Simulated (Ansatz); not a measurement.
## Notes on GdGa12

```
Gd Ga
1.0
     0.00000    0.00000    5.27549
     4.75699   -4.75699    2.63775
     4.75699    4.75699   -2.63775
Gd Ga
1 12
Cartesian
  0.0000 0.0000 0.0000
  3.4250 0.0000 0.0000
  4.7570 -1.3320 2.6377
  6.0889 0.0000 0.0000
  4.7570 1.3320 2.6377
  7.4209 0.0000 2.6377
  4.7570 2.6639 0.0000
  2.0931 0.0000 2.6377
  4.7570 -2.6639 5.2755
  2.3785 2.3785 1.3189
  2.3785 -2.3785 3.9566
  2.3785 2.3785 -1.3189
  2.3785 -2.3785 1.3189
```

Method: r2SCAN, no spin polarisation; PAW, plane waves to 500 eV, 4×4×4 Γ-centred mesh, fermi-dirac occupations (width 0.1 eV) (Ansatz 0.2.0), atoms fixed.

**Stress.** The pressure is 1.5 GPa (compression positive), so with the atoms held at these fractions the cell would first expand. The principal stresses 1.2, 1.2, 2.2 GPa differ, so its shape would change too.
**Contacts.** Ga–Ga at 2.64 Å: least valence density 0.28 e/Å³ and ELF 0.44 there. Gd–Ga at 3.37 Å: least valence density 0.10 e/Å³ and ELF 0.15 there. These are pseudo-fields; inside the PAW spheres they differ from the all-electron ones.
**Electronic structure.** It is a metal, with about 7.7 states/eV a cell as the mean within 0.25 eV of the Fermi level, mostly Ga p (43 %), Gd f (27 %) and Ga s (19 %).
**Charges.** Bader charges in e: Gd +1.38, Ga -0.19 to -0.03. In the mean Gd gives up most and Ga takes most.
**Forces.** The largest is on Ga9 (and as large on other atoms): 0.23 eV/Å, components (0.00, -0.23, -0.01). It makes 94° with the line to a nearest neighbour, Ga10 at 2.73 Å.

Origin: a known structure type with other elements, at an estimated volume, so it need not be a known compound. Caveats: no spin polarisation, so a magnetic state may lie lower; open f shell without moments; the k mesh is coarse if the cell is a metal.
